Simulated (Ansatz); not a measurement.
Ansatz (a program for electronic structure) input:

Ansatz 0.2 input:
```yaml
crystal:
  lattice:
    - [0.0, 2.8326404463, 2.8326404463]
    - [2.8326404463, 0.0, 2.8326404463]
    - [2.8326404463, 2.8326404463, 0.0]
  atoms:
    - { symbol: Se, position: [0.75, 0.75, 0.75] }
    - { symbol: Zn, position: [0.0, 0.0, 0.0] }
kpoints:
  mp_grid: { grid: [7, 7, 7] }
  band_path:
    path:
      - [[0.0, 0.0, 0.0], [0.5, 0.0, 0.5], [0.625, 0.25, 0.625]]  # Γ-X-U
      - [[0.375, 0.375, 0.75], [0.0, 0.0, 0.0], [0.5, 0.5, 0.5], [0.5, 0.25, 0.75], [0.5, 0.0, 0.5]]  # K-Γ-L-W-X
      - [VBM, CBM]
    npoints: 12
hamiltonian:
  xc: r2scan
  pseudopotentials: { kind: paw }
magnetization: { noncollinear: true, spin_orbit: true }
scf:
  n_extra_bands: 12
  convergence: { dr2_threshold: 0.0000000001 }
  occupations: { method: gaussian, width: 0.01 }
checkpoint: { write: soc.run }
output: { eigenvalues: true }
```

Output (shortened):

```
Pseudopotential: Se, paw_fr, valence charge 16
Pseudopotential: Zn, paw_fr, valence charge 12
Functional definition: r2SCAN
non-collinear run that drives no moment, with spin-orbit …
Crystal: 2 atoms, lattice volume = 45.457 Å³
Basis set: ecut = 500 eV, 1139 PW (Γ), exchange–correlation on 120×120×120 points (64 copies of the dense FFT grid, shifted against one another)
Bands: 40, of which v1, the nominal top of the filled ones, is band 28 counted from 1 (27 counted from 0)
Symmetry: 24 space group operations + 24 with time reversal
k-points: 20 of 343 (time reversal used)
Projection manifold: j_resolved (fully-relativistic pseudo-atomic orbitals)
SCF iter   1: F=—  HF=-8800.279897 eV  |F-HF|=—  |Δ(HF+E_count)|=         —  Δρ=6.49e-2  dr2=1.09e0  dr2_τ=1.00e-3  dr2_m=0.00e0 (ungated)  ethr=3.10e-3  |M|=0.00e0 ∫|m|=0.00e0 μB  |m|>n=0.0e0 m-floor=0.0e0 τ_xc=0.0e0  β_m=0.30  ⟨swp⟩=8.3  Hψ=5501  notcnv=0  defer=11
preconditioner: auto → none
SCF iter   2: F=—  HF=-8800.006742 eV  |F-HF|=—  |Δ(HF+E_count)|=   2.73e-1  Δρ=2.75e-2  dr2=1.79e-1  dr2_τ=5.92e-4  dr2_m=0.00e0 (ungated)  ethr=3.10e-3  |M|=0.00e0 ∫|m|=0.00e0 μB  |m|>n=0.0e0 m-floor=0.0e0 τ_xc=0.0e0  β_m=0.37  ⟨swp⟩=2.0  Hψ=1408  notcnv=0  defer=112
SCF iter   3: F=—  HF=-8799.986450 eV  |F-HF|=—  |Δ(HF+E_count)|=   2.03e-2  Δρ=1.35e-2  dr2=4.20e-2  dr2_τ=1.00e-4  dr2_m=0.00e0 (ungated)  ethr=6.39e-4  |M|=0.00e0 ∫|m|=0.00e0 μB  |m|>n=0.0e0 m-floor=0.0e0 τ_xc=0.0e0  β_m=0.52  ⟨swp⟩=2.0  Hψ=1052  notcnv=0  defer=112
SCF iter   4: F=—  HF=-8799.981767 eV  |F-HF|=—  |Δ(HF+E_count)|=   4.68e-3  Δρ=1.58e-3  dr2=7.28e-4  dr2_τ=8.22e-6  dr2_m=0.00e0 (ungated)  ethr=1.50e-4  |M|=0.00e0 ∫|m|=0.00e0 μB  |m|>n=0.0e0 m-floor=0.0e0 τ_xc=0.0e0  β_m=0.63  ⟨swp⟩=2.2  Hψ=1192  notcnv=0  defer=112
SCF iter   5: F=—  HF=-8799.982144 eV  |F-HF|=—  |Δ(HF+E_count)|=   3.76e-4  Δρ=4.75e-4  dr2=1.22e-4  dr2_τ=1.89e-6  dr2_m=0.00e0 (ungated)  ethr=2.60e-6  |M|=0.00e0 ∫|m|=0.00e0 μB  |m|>n=0.0e0 m-floor=0.0e0 τ_xc=0.0e0  β_m=0.63  ⟨swp⟩=2.0  Hψ=1382  notcnv=0  defer=112
SCF iter   6: F=—  HF=-8799.982140 eV  |F-HF|=—  |Δ(HF+E_count)|=   3.95e-6  Δρ=8.27e-5  dr2=1.96e-6  dr2_τ=1.87e-8  dr2_m=0.00e0 (ungated)  ethr=4.37e-7  |M|=0.00e0 ∫|m|=0.00e0 μB  |m|>n=0.0e0 m-floor=0.0e0 τ_xc=0.0e0  β_m=0.63  ⟨swp⟩=2.0  Hψ=1248  notcnv=0  defer=112
SCF iter   7: F=—  HF=-8799.982140 eV  |F-HF|=—  |Δ(HF+E_count)|=   3.20e-7  Δρ=1.48e-5  dr2=7.81e-8  dr2_τ=2.83e-10  dr2_m=0.00e0 (ungated)  ethr=6.99e-9  |M|=0.00e0 ∫|m|=0.00e0 μB  |m|>n=0.0e0 m-floor=0.0e0 τ_xc=0.0e0  β_m=0.74  ⟨swp⟩=2.0  Hψ=1210  notcnv=0  defer=112
SCF iter   8: F=—  HF=-8799.982140 eV  |F-HF|=—  |Δ(HF+E_count)|=   8.87e-9  Δρ=3.04e-6  dr2=1.85e-9  dr2_τ=1.67e-11  dr2_m=0.00e0 (ungated)  ethr=2.79e-10  |M|=0.00e0 ∫|m|=0.00e0 μB  |m|>n=0.0e0 m-floor=0.0e0 τ_xc=0.0e0  β_m=0.85  ⟨swp⟩=2.0  Hψ=1048  notcnv=0  defer=112
SCF iter   9: F=-8799.982140 eV  HF=-8799.982140 eV  |F-HF|=1.46e-11  |Δ(HF+E_count)|=  4.04e-10  Δρ=2.88e-7  dr2=2.42e-11  dr2_τ=5.22e-14  dr2_m=0.00e0 (ungated)  ethr=1.00e-12  |M|=0.00e0 ∫|m|=0.00e0 μB  |m|>n=0.0e0 m-floor=0.0e0 τ_xc=0.0e0  ⟨swp⟩=7.6  Hψ=3422  notcnv=0
SCF 1 converged in 9 iterations: F = -8799.982140 eV  dr2 = 2.42e-11
NSCF: frozen V_eff on 16 k-points
NSCF: frozen V_eff on 16 k-points
NSCF: frozen V_eff on 4 k-points
NSCF: frozen V_eff on 2 k-points
NSCF: frozen V_eff on 2 k-points
NSCF: frozen V_eff on 2 k-points
NSCF: frozen V_eff on 2 k-points
NSCF: frozen V_eff on 2 k-points
NSCF: frozen V_eff on 2 k-points
NSCF: frozen V_eff on 87 k-points
SCF converged after 9 iterations
Magnetization: |M| = 0.0000 μB,  M = (+0.0000, +0.0000, +0.0000) μB
Absolute magnetization: 0.0000 μB (∫|m|)
  site 0: m = (+0.0000, +0.0000, +0.0000) μB, |m| = 0.0000 μB  (R = 1.01 Å)
  site 1: m = (+0.0000, +0.0000, +0.0000) μB, |m| = 0.0000 μB  (R = 1.01 Å)
Free energy (F): -8799.982140 eV
Harris-Foulkes:  -8799.982140 eV  (|F-HF|=1.46e-11)
Internal energy: -8799.982140 eV  (E = F + TS)
E sigma→0 (E₀):  -8799.982140 eV
Fermi energy:    7.479991 eV
--- Per-component energies (eV) ---
  E_band       = -399.255047
  E_kinetic    = 249.640171
  E_local      = -4396.033563  (includes V_loc(G=0)·N_el)
  E_nonlocal   = 23.198667
  E_hartree    = 2039.759939
  E_xc         = -222.247557
  E_vxc        = -159.310933  (∫ρ·V_xc dr)
  E_paw        = -3770.324533  (= ΣΔE_a)
  E_vpaw       = -204.348797  (= ΣTr[D̂ρ^β])
  E_aug_tail   = -0.000240  (compensation charges beyond the density's cutoff)
  E_vtau       = 8.079994  (kinetic-family band-sum trace: ∫τ·v_τ [+ j·A + Jᵃ·Aᵃ] dr)
  E_ewald      = -2722.056675
  E_core_change = -1.918350  (= ΣΔE_core)
  E_smearing   =  0.000000  (= −TS)
  E_closure    = 0.000000  (closes the sum)
  Σ components = -8799.982140   (vs F -8799.982140, Δ=0.00e0)
  [band-id]    e_kinetic+e_local+e_nonlocal+2·e_hartree+e_vxc+e_vpaw+e_augmentation_tail+e_vtau = -399.254821   (vs E_band -399.255047, Δ=2.26e-4)
--- Band table (eV; the first three rows and the last of 20) ---
  k-point 0: bands = ["-41.6167", "-41.6167", "-41.6167", "-41.6167", "-40.7231", "-40.7231", "-40.7194", "-40.7194", "-40.7194", "-40.7194", "-7.2321", "-7.2321", "-0.3233", "-0.3233", "-0.3233", "-0.3233", "-0.1059", "-0.1059", "0.2413", "0.2413", "0.2413", …
  k-point 1: bands = ["-41.6167", "-41.6167", "-41.6166", "-41.6166", "-40.7231", "-40.7231", "-40.7194", "-40.7194", "-40.7194", "-40.7194", "-7.0967", "-7.0967", "-0.3252", "-0.3022", "-0.3022", "-0.2962", "-0.0868", "-0.0868", "0.2315", "0.2333", "0.2333", …
  k-point 2: bands = ["-41.6166", "-41.6166", "-41.6166", "-41.6166", "-40.7230", "-40.7230", "-40.7194", "-40.7194", "-40.7193", "-40.7193", "-6.7637", "-6.7637", "-0.3060", "-0.2687", "-0.2108", "-0.2108", "-0.0289", "-0.0289", "0.2266", "0.2266", "0.2512", …
  k-point 19: bands = ["-41.6166", "-41.6165", "-41.6165", "-41.6165", "-40.7229", "-40.7228", "-40.7193", "-40.7193", "-40.7193", "-40.7192", "-6.1519", "-6.1495", "-0.2317", "-0.1686", "-0.0920", "0.0339", "0.0814", "0.1482", "0.2583", "0.2998", "0.4880", …
```

Cost: roughly 50 core-seconds on shared cores.

Space group F-43m (zinc blende). The cell was relaxed with r²SCAN under the symmetry of its start.

Potentials: the later of the program's two PAW sets.

Ansatz is a plane-wave DFT program.
